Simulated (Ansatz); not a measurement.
A relaxation computed with Ansatz, from input to last step.

```yaml
crystal:
  lattice:
    - [5.8151864028, 0.0, 0.0]
    - [0.0, 5.8151864028, 0.0]
    - [0.0, 0.0, 3.7455673848]
  atoms:
    - { symbol: Mg, position: [0.0, 0.0, 0.0] }
    - { symbol: Mg, position: [0.5, 0.5, 0.5] }
    - { symbol: Ge, position: [0.306, 0.306, 0.0] }
    - { symbol: Ge, position: [0.194, 0.806, 0.5] }
    - { symbol: Ge, position: [0.694, 0.694, 0.0] }
    - { symbol: Ge, position: [0.806, 0.194, 0.5] }
basis:
  ecutwfc: 420
kpoints:
  mp_grid: { grid: [4, 4, 4] }
hamiltonian:
  xc: pbe
scf:
  occupations: { method: gaussian, width: 0.1 }
  lower_state_search: "off"
output:
  forces: true
  stress: true
  eigenvalues: true
relax:
  adjacent_minimum: "off"
  f_tol: 0.04
  max_steps: 70
  cell: { stress_tol: 0.4 }
```

```bash
ansatz run input.yaml --threads 1 --pin off --max-ram 2560MiB --backend cpu --events-out ev --progress --plain --runs-dir out
```

Computed with DFT PBE, scalar-relativistic, plane waves, PAW in Ansatz 0.2.0.

Of 12 frames 9 are shown, positions in Å and forces in eV/Å; the SCF threshold varies from step to step. Steps run on the plane waves of an earlier cell, with a Pulay correction in the pressure. The basis is chosen afresh for the last frame, the zero of the energies, and at times for earlier ones too; energy and pressure step there, also at an unchanged geometry. Here that happened at step 10 (-12 meV/atom, 0.9 GPa); the frames before carry an error of that size.

```xyz
6
Lattice="5.8152 0.0000 0.0000 0.0000 5.8152 0.0000 0.0000 0.0000 3.7456" Properties=species:S:1:pos:R:3:forces:R:3 pbc="T T T" step=1 free_energy_over_end_meV_per_atom=266.44 pressure_GPa=12.13
Mg    0.0000    0.0000    0.0000    0.0000    0.0000    0.0000
Mg    2.9076    2.9076    1.8728    0.0000    0.0000    0.0000
Ge    1.7794    1.7794    0.0000   -0.7084   -0.7084    0.0000
Ge    1.1281    4.6870    1.8728    0.7084   -0.7084    0.0000
Ge    4.0357    4.0357    0.0000    0.7084    0.7084    0.0000
Ge    4.6870    1.1281    1.8728   -0.7084    0.7084    0.0000
6
Lattice="6.0358 0.0000 0.0000 0.0000 6.0358 0.0000 0.0000 0.0000 3.9283" Properties=species:S:1:pos:R:3:forces:R:3 pbc="T T T" step=2 free_energy_over_end_meV_per_atom=117.40 pressure_GPa=3.75
Mg    0.0000    0.0000    0.0000    0.0000    0.0000    0.0000
Mg    3.0179    3.0179    1.9642    0.0000    0.0000    0.0000
Ge    1.8185    1.8185    0.0000   -0.2211   -0.2211    0.0000
Ge    1.1994    4.8364    1.9642    0.2211   -0.2211    0.0000
Ge    4.2172    4.2172    0.0000    0.2211    0.2211    0.0000
Ge    4.8364    1.1994    1.9642   -0.2211    0.2211    0.0000
6
Lattice="6.1972 0.0000 0.0000 0.0000 6.1972 0.0000 0.0000 0.0000 3.9653" Properties=species:S:1:pos:R:3:forces:R:3 pbc="T T T" step=3 free_energy_over_end_meV_per_atom=92.73 pressure_GPa=0.74
Mg    0.0000    0.0000    0.0000    0.0000    0.0000    0.0000
Mg    3.0986    3.0986    1.9827    0.0000    0.0000    0.0000
Ge    1.8404    1.8404    0.0000   -0.0820   -0.0820    0.0000
Ge    1.2582    4.9390    1.9827    0.0820   -0.0820    0.0000
Ge    4.3568    4.3568    0.0000    0.0820    0.0820    0.0000
Ge    4.9390    1.2582    1.9827   -0.0820    0.0820    0.0000
6
Lattice="6.4428 0.0000 0.0000 0.0000 6.4428 0.0000 0.0000 0.0000 3.7665" Properties=species:S:1:pos:R:3:forces:R:3 pbc="T T T" step=5 free_energy_over_end_meV_per_atom=61.34 pressure_GPa=-0.86
Mg    0.0000    0.0000    0.0000    0.0000    0.0000    0.0000
Mg    3.2214    3.2214    1.8832    0.0000    0.0000    0.0000
Ge    1.8398    1.8398    0.0000   -0.0898   -0.0898    0.0000
Ge    1.3816    5.0612    1.8832    0.0898   -0.0898    0.0000
Ge    4.6030    4.6030    0.0000    0.0898    0.0898    0.0000
Ge    5.0612    1.3816    1.8832   -0.0898    0.0898    0.0000
6
Lattice="6.5604 0.0000 0.0000 0.0000 6.5604 0.0000 0.0000 0.0000 3.5815" Properties=species:S:1:pos:R:3:forces:R:3 pbc="T T T" step=6 free_energy_over_end_meV_per_atom=33.41 pressure_GPa=-0.94
Mg    0.0000    0.0000    0.0000    0.0000    0.0000    0.0000
Mg    3.2802    3.2802    1.7907    0.0000    0.0000    0.0000
Ge    1.8245    1.8245    0.0000   -0.0428   -0.0428    0.0000
Ge    1.4557    5.1047    1.7907    0.0428   -0.0428    0.0000
Ge    4.7359    4.7359    0.0000    0.0428    0.0428    0.0000
Ge    5.1047    1.4557    1.7907   -0.0428    0.0428    0.0000
6
Lattice="6.6246 0.0000 0.0000 0.0000 6.6246 0.0000 0.0000 0.0000 3.3959" Properties=species:S:1:pos:R:3:forces:R:3 pbc="T T T" step=7 free_energy_over_end_meV_per_atom=18.23 pressure_GPa=-0.06
Mg    0.0000    0.0000    0.0000    0.0000    0.0000    0.0000
Mg    3.3123    3.3123    1.6979    0.0000    0.0000    0.0000
Ge    1.8031    1.8031    0.0000    0.0611    0.0611    0.0000
Ge    1.5092    5.1154    1.6979   -0.0611    0.0611    0.0000
Ge    4.8215    4.8215    0.0000   -0.0611   -0.0611    0.0000
Ge    5.1154    1.5092    1.6979    0.0611   -0.0611    0.0000
6
Lattice="6.6850 0.0000 0.0000 0.0000 6.6850 0.0000 0.0000 0.0000 3.2828" Properties=species:S:1:pos:R:3:forces:R:3 pbc="T T T" step=8 free_energy_over_end_meV_per_atom=14.69 pressure_GPa=0.17
Mg    0.0000    0.0000    0.0000    0.0000    0.0000    0.0000
Mg    3.3425    3.3425    1.6414    0.0000    0.0000    0.0000
Ge    1.8017    1.8017    0.0000    0.0617    0.0617    0.0000
Ge    1.5408    5.1442    1.6414   -0.0617    0.0617    0.0000
Ge    4.8833    4.8833    0.0000   -0.0617   -0.0617    0.0000
Ge    5.1442    1.5408    1.6414    0.0617   -0.0617    0.0000
6
Lattice="6.7058 0.0000 0.0000 0.0000 6.7058 0.0000 0.0000 0.0000 3.2647" Properties=species:S:1:pos:R:3:forces:R:3 pbc="T T T" step=10 free_energy_over_end_meV_per_atom=2.54 pressure_GPa=0.90
Mg    0.0000    0.0000    0.0000    0.0000    0.0000    0.0000
Mg    3.3529    3.3529    1.6323    0.0000    0.0000    0.0000
Ge    1.8124    1.8124    0.0000   -0.0145   -0.0145    0.0000
Ge    1.5405    5.1653    1.6323    0.0145   -0.0145    0.0000
Ge    4.8935    4.8935    0.0000    0.0145    0.0145    0.0000
Ge    5.1653    1.5405    1.6323   -0.0145    0.0145    0.0000
6
Lattice="6.8092 0.0000 0.0000 0.0000 6.8092 0.0000 0.0000 0.0000 3.2239" Properties=species:S:1:pos:R:3:forces:R:3 pbc="T T T" step=12 free_energy_over_end_meV_per_atom=0.00 pressure_GPa=0.00
Mg    0.0000    0.0000    0.0000    0.0000    0.0000    0.0000
Mg    3.4046    3.4046    1.6119    0.0000    0.0000    0.0000
Ge    1.8256    1.8256    0.0000    0.0326    0.0326    0.0000
Ge    1.5790    5.2302    1.6119   -0.0326    0.0326    0.0000
Ge    4.9835    4.9835    0.0000   -0.0326   -0.0326    0.0000
Ge    5.2302    1.5790    1.6119    0.0326   -0.0326    0.0000
```

The start puts this composition into another compound's structure type, which needn't suit it. At the end the space group is P4_2/mnm (tolerance 0.05 Å).

Time: 76 s on 1 thread of Arm Neoverse V2, with other jobs on the host, peak memory 0.42 GiB.

The k mesh is coarse.